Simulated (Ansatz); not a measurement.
CdO (rock salt, space group No. 225) at seven volumes, the program Ansatz at the LDA level (PAW), scaled uniformly. One row is withheld.

```
V (Å³/atom)  P (GPa)
-----------  -------
11.320         19.21
11.693         11.67
12.066          5.32
12.439         -0.01
12.813         -4.48
13.186             ?
13.559        -11.40
```

**Question.** Fit the shown pressures and predict the withheld one.

**Answer.** P = (3/2)B₀(x^(7/2) − x^(5/2))[1 + (3/4)(B′ − 4)(x − 1)] with x = (V₀/V)^(2/3). Least squares on the six rows gives V₀ = 12.439 Å³/atom, B₀ = 163 GPa, B′ = 4.80. At V = 13.186, x = 0.9619 and P = -8.27 GPa. The run itself gave -8.24 GPa.

Space group Fm-3m (rock salt). Symmetry was held in the LDA relaxation; of distortions, only those at the zone centre were tested. The volume moved by 15 % from the start of the relaxation.

Potentials: the later of the program's two PAW sets.
